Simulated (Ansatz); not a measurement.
ScZn, DFT, PBEsol, all-electron PAW with datasets made for the crystal, scalar-relativistic (Ansatz 0.2.0), run on 1 thread of Intel(R) Xeon(R) 6975P-C (Granite Rapids) on a shared host.

The geometry is COD entry 1527719, unchecked; take it as a test cell. The listed cell was then made from it by scaling, straining or moving an atom.

Command: `ansatz run input.yaml --threads 1 --pin off --max-ram 3072MiB --backend cpu --events-out ev --progress --plain --runs-dir out`

```yaml
crystal:
  lattice:
    - [3.2816134642, 0.0, 0.0]
    - [0.0, 3.2816134642, 0.0]
    - [0.0, 0.0, 3.2816134642]
  atoms:
    - { symbol: Sc, position: [0.0, 0.0, 0.0] }
    - { symbol: Zn, position: [0.5, 0.5, 0.5] }
kpoints:
  mp_grid: { grid: [10, 10, 10] }
scf:
  occupations: { method: fermi_dirac, width: 0.03 }
hamiltonian:
  xc: pbesol
  pseudopotentials: { kind: all_electron, datasets: crystal }
output:
  forces: true
  stress: true
  eigenvalues: true
  efg: { contact_densities: true }
```

Question: How large is the problem that the program sets up?

Answer: 56 irreducible k-points, 305 plane waves at Γ, 17 bands.

Question: About how long does it take, and how much memory does it use?

Answer: 4.5 s of wall time for 9 SCF iterations, with a peak of 0.44 GiB. Times on shared machines scatter by tens of per cent.
